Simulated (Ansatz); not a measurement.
**ZrCl5: stable or not**

The cell was found from a structure generator's guess, not taken from experiment.

Level of theory: DFT PBE, scalar-relativistic, plane waves, PAW (Ansatz). Cutoff 420 eV, Γ-centred 6×6×6 mesh (6-atom cell), Gaussian smearing of 0.10 eV, collinear spin.

```yaml
crystal:
  lattice:
    - [6.82369, 0.00000, 0.00000]
    - [0.00000, 6.82369, 0.00000]
    - [0.00000, 0.00000, 6.82369]
  atoms:
    - { symbol: Zr, position: [0.00000, 0.00000, 0.00000] }
    - { symbol: Cl, position: [0.80279, 0.80279, 0.80279] }
    - { symbol: Cl, position: [0.19721, 0.19721, 0.80279] }
    - { symbol: Cl, position: [0.19721, 0.80279, 0.19721] }
    - { symbol: Cl, position: [0.80279, 0.19721, 0.19721] }
    - { symbol: Cl, position: [0.50000, 0.50000, 0.50000] }
```

Energies over the elements count from the elements' standard structures at the same level (Cl₂ as a molecule), with no fitted energy shifts.

Question: These tests were run: energy against the elements; phonons at Γ. What do they show?

Answer:

```tsv
test	result
energy against the elements	−1.27 eV/atom
phonons at Γ	imaginary modes down to 21i cm⁻¹
```

It fails none of these tests outright. Whether a mixture of other phases lies lower isn't tested here. Phonons away from Γ weren't computed. Undecided: phonons at Γ (too near zero for this accuracy).

Weakly bound directions are ill-defined at this level, which has no dispersion term. Another magnetic order may lie lower. The run for the phonons used a 6×6×6 k mesh and Gaussian smearing of 0.20 eV. The cell carries site moments Cl 0.9 μB.
